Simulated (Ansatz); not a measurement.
## Stress against strain in Bi

```
CELL_PARAMETERS angstrom
4.53900 0.00000 0.00000
-2.26950 3.93089 0.00000
0.00000 0.00000 11.82900
ATOMIC_POSITIONS crystal
Bi 0.33333 0.66667 0.25000
Bi 0.66667 0.33333 0.75000
```

Atoms are numbered in the order listed.

The geometry is COD entry 9011614, unchecked; take it as a test cell.

Spin–orbit coupling is left out, though it moves levels of the heavy atoms by tenths of an eV or more.

The calculation used DFT, PBEsol, all-electron LAPW, scalar-relativistic in Ansatz 0.2.0.

Numerical set-up: a Γ-centred 9×9×3 k mesh, Fermi–Dirac smearing of 0.03 eV, basis error target 0.5 meV/atom, no spin polarisation.

The strain is applied along the Cartesian axes of the cell as listed (the other components stay zero). Fractional coordinates are held (clamped ions).

σ is the change of stress from the unstrained cell, which is at -3.54 GPa; tension is positive, so slopes are stress–strain coefficients at that pressure. In a metal the k mesh adds noise.

Only quantities that a quadratic follows smoothly over the whole series are listed; rougher ones are left out.

```
    εzz  σzz (GPa)  σxx (GPa)
-0.0300       0.16       0.14
-0.0200       0.10       0.09
 0.0000       0.00       0.00
 0.0100      -0.04      -0.04
 0.0200      -0.09      -0.09
 0.0300      -0.12      -0.13
```

Fit the series and read off the stiffness at zero strain.

Least-squares fits y = p0 + p1 x + p2 x² to the rows give σzz (GPa): p1 = -4.67, p2 = 21; σxx (GPa): p1 = -4.49, p2 = 3.8. So C33 = -5 GPa and C13 = -4 GPa, for these axes.

One run, at εzz = -0.0100, is withheld. Predict its row.

The fits give 0.05, 0.05; the run gave 0.05, 0.05.
